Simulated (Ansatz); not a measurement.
A geometry of Te away from equilibrium: the start of the relaxation of a relaxed Te cell displaced along its unstable phonon at q = Γ (73i cm⁻¹), largest move 0.15 Å. Computed with PBE (plane waves to 420 eV, PAW, scalar-relativistic; Ansatz, a program for electronic structure). Γ-centred k-mesh 8×8×7 on the run's cell (coarser than for final values), Fermi–Dirac smearing 0.05 eV.

```xyz
2
Lattice="4.0887 0.0000 0.0000 0.0000 4.0887 0.0000 0.0000 0.0000 4.9301" Properties=species:S:1:pos:R:3:forces:R:3 pbc="T T T" free_energy=-13959.663 pressure_GPa=1.4
Te     2.0443    -0.1500     4.4760    0.0000    0.5039   -0.1914
Te     0.0000     2.1943     0.4541    0.0000   -0.5039    0.1914
```

Positions in Å, forces in eV/Å, free energy of the cell in eV (comparable only within this code, potentials and settings). Largest force: 0.54 eV/Å, on Te1, Te2 (atoms numbered as listed); the geometry lies 0.03 eV/atom above the end of its relaxation.

No spin polarisation in the result.

The run could not lose the symmetry of its start, so the end can be a saddle point.

The end of the path is a generated cell of Te: the first start was made by placing the elements on the sites of a structure type, and the end was not matched to a known phase here, so it may be hypothetical. Known forms of Te include space group No. 152.
